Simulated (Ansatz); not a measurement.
AlGa2P3 (I-4m2) at 2 levels of theory

One geometry, relaxed with PBE; plane waves with PAW potentials in Ansatz, scalar-relativistic. No spin polarisation. Gaps are the least over mesh and band path; pressure is positive in compression.

```cif
data_structure
_symmetry_space_group_name_H-M 'I-4m2'
_symmetry_Int_Tables_number 119
_cell_length_a 3.8947
_cell_length_b 3.8947
_cell_length_c 16.5153
_cell_angle_alpha 90.000
_cell_angle_beta 90.000
_cell_angle_gamma 90.000
_cell_volume 250.51
loop_
_atom_site_label
_atom_site_type_symbol
_atom_site_symmetry_multiplicity
_atom_site_Wyckoff_symbol
_atom_site_fract_x
_atom_site_fract_y
_atom_site_fract_z
_atom_site_occupancy
Al1 Al 2 b 0.50000 0.50000 0.00000 1
Ga1 Ga 4 e 0.50000 0.50000 0.33333 1
P1 P 4 f 0.50000 0.00000 0.41704 1
P2 P 2 c 0.00000 0.50000 0.25000 1
```

```
level  cutoff (eV)    k mesh  gap (eV)  pressure (GPa)
  PBE          420  10×10×10      1.67             0.0
```

Question: What comes out on the same cell with r2SCAN?

Answer:
```tsv
level	cutoff (eV)	k mesh	gap (eV)	pressure (GPa)
r2SCAN	500	10×10×10	1.95	-2.1
```

It was reached by relaxing an invented guess, and it needn't be the stable form of this composition.
